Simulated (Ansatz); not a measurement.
A geometry of Al away from equilibrium: the start of the relaxation of a randomly generated symmetric cell of Al (space group No. 59). These are PBEsol (plane waves to 420 eV, PAW, scalar-relativistic; Ansatz, a program for electronic structure) values and carry that method's errors. Γ-centred k-mesh 13×11×6 on the run's cell (coarser than for final values), Fermi–Dirac smearing 0.05 eV.

```xyz
2
Lattice="2.4401 0.0000 0.0000 0.0000 2.8919 0.0000 0.0000 0.0000 5.6569" Properties=species:S:1:pos:R:3:forces:R:3 pbc="T T T" free_energy=-1046.508 pressure_GPa=27.9
Al     0.0000     1.4459     3.5181    0.0000    0.0000    4.5896
Al     1.2200     0.0000     2.1388    0.0000    0.0000   -4.5896
```

Positions in Å, forces in eV/Å, free energy of the cell in eV (comparable only within this code, potentials and settings). Largest force: 4.59 eV/Å, on Al1, Al2 (atoms numbered as listed); the geometry lies 1.30 to 1.31 eV/atom (the two k-meshes of the run give this range) above the end of its relaxation.

No spin polarisation in the result.

The run could not lose the symmetry of its start.
